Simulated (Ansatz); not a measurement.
AlMo2N:
Space group P6₃/mmc (No. 194); a = b = 2.8309 Å, c = 14.6563 Å, α = β = 90.00°, γ = 120.00°

| atom | site | symmetry | x | y | z |
|---|---|---|---|---|---|
| Al | 2d | -6m2 | 0.6667 | 0.3333 | 0.2500 |
| Mo | 4f | 3m. | 0.3333 | 0.6667 | 0.0962 |
| N | 2a | -3m. | 0.0000 | 0.0000 | 0.0000 |

Relaxed with r²SCAN.

Question: Tabulate the valence density and the electron localisation function along the shortest Al–Mo contact (2.78 Å), the program Ansatz at the r²SCAN level (PAW).

Answer: 

```tsv
distance from Al (Å)	density (e/Å³)	ELF
0.28	0.06	0.04
0.42	0.08	0.03
0.56	0.13	0.10
0.70	0.19	0.32
0.84	0.23	0.53
0.97	0.26	0.62
1.11	0.27	0.60
1.25	0.27	0.50
1.39	0.28	0.35
1.53	0.31	0.21
1.67	0.41	0.17
1.81	0.67	0.23
1.95	1.31	0.41
2.09	2.52	0.61
2.23	4.20	0.70
2.37	5.81	0.69
2.51	6.75	0.57
```

The density is the valence pseudo-density with augmentation charge, so density and ELF within about 1 Å of a nucleus are not all-electron values.

Space group P6_3/mmc. The start of the workflow was typed in or built on a structure type; neither database checked (COD, Materials Project) lists it. Its standing as an ambient phase is unchecked. Symmetry was held in the r²SCAN relaxation; whether a distortion lowers the energy is not shown. The workflow began spin-polarised and lost its moments.

Potentials: the earlier of the program's two PAW sets.
